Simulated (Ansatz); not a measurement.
**Si$_{2}$W: levels along high-symmetry lines**

```
Si W
1.0
    -1.60600    1.60600    3.94000
     1.60600   -1.60600    3.94000
     1.60600    1.60600   -3.94000
Si W
2 1
Direct
  0.33300 0.33300 0.00000
  0.66700 0.66700 0.00000
  0.00000 0.00000 0.00000
```

Atoms are numbered in the order listed.

The cell comes from COD entry 1010283, which wasn't checked; take it as a given geometry. It differs from other determinations.

Spin–orbit coupling is left out, though it moves levels of the heavy atoms by tenths of an eV or more.

Method: Ansatz 0.2.0, DFT, PBEsol, all-electron LAPW, scalar-relativistic.

The runs use a Γ-centred 18×18×18 k mesh, Fermi–Dirac smearing of 0.03 eV, basis error target 0.5 meV/atom, no spin polarisation.

Points in fractions of the reciprocal vectors of this cell: Γ (0, 0, 0), X (0, 0, 0.5), P (0.25, 0.25, 0.25), N (0, 0.5, 0), M (0.5, 0.5, -0.5), S (0.292, 0.708, -0.292), S0 (-0.292, 0.292, 0.292). The path runs Γ–X–P–N–Γ–M–S–S0–Γ. Energies are in eV from the Fermi level; (×n) counts levels within 4 meV of each other, which need not be degenerate by symmetry.

List the levels at S0 between -5 and 4.5 eV.

-3.04, -2.60, -2.54, -0.33, 1.73, 2.58, 3.49, 4.36, 4.46.

List the levels at X between -5 and 4.5 eV.

-3.28, -1.67, 2.65, 2.97, 3.11, 3.75, 4.34.

List the levels at S between -5 and 4.5 eV.

-3.04, -2.60, -2.54, -0.33, 1.73, 2.58, 3.49, 4.36, 4.46.

What is the band gap?

none: bands cross the Fermi level, a metal.
